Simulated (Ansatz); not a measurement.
SrTiO3:
```cif
data_O3SrTi
_chemical_formula_sum 'Sr1 Ti1 O3'
_space_group_name_H-M_alt 'Pm-3m'
_space_group_IT_number 221
_space_group_name_Hall '-P 4 2 3'
_cell_length_a 3.85420
_cell_length_b 3.85420
_cell_length_c 3.85420
_cell_angle_alpha 90.000
_cell_angle_beta 90.000
_cell_angle_gamma 90.000
loop_
_atom_site_label
_atom_site_type_symbol
_atom_site_symmetry_multiplicity
_atom_site_Wyckoff_symbol
_atom_site_fract_x
_atom_site_fract_y
_atom_site_fract_z
_atom_site_occupancy
Sr1 Sr 1 a 0.00000 0.00000 0.00000 1
Ti1 Ti 1 b 0.50000 0.50000 0.50000 1
O1 O 3 c 0.00000 0.50000 0.50000 1
```

Relaxed with LDA.

### Question
Give the optical modes at the zone centre with their infrared and Raman activity from DFPT, LDA (plane waves, PAW; program Ansatz).

### Answer
Transverse frequencies, without the LO–TO term; a row sums one degenerate level.

| ω (cm⁻¹) | degeneracy | IR ((D/Å)²/amu) | Raman (Å⁴/amu) | activity | symmetry |
|---|---|---|---|---|---|
| 30i | 3 | 194.36 | 0 | IR | T1u |
| 167 | 3 | 13.63 | 0 | IR | T1u |
| 226 | 3 | 0.00 | 0 | silent | T2u |
| 556 | 3 | 54.74 | 0 | IR | T1u |

### Question
How high does the top mode go among those that the LO–TO term moves?

### Answer
790 cm⁻¹ for q along x.

The LDA relaxation kept the symmetry of its start. At this level the phase is dynamically unstable (imaginary phonons). The run is not spin-polarised.

Potentials: the later of the program's two PAW sets.
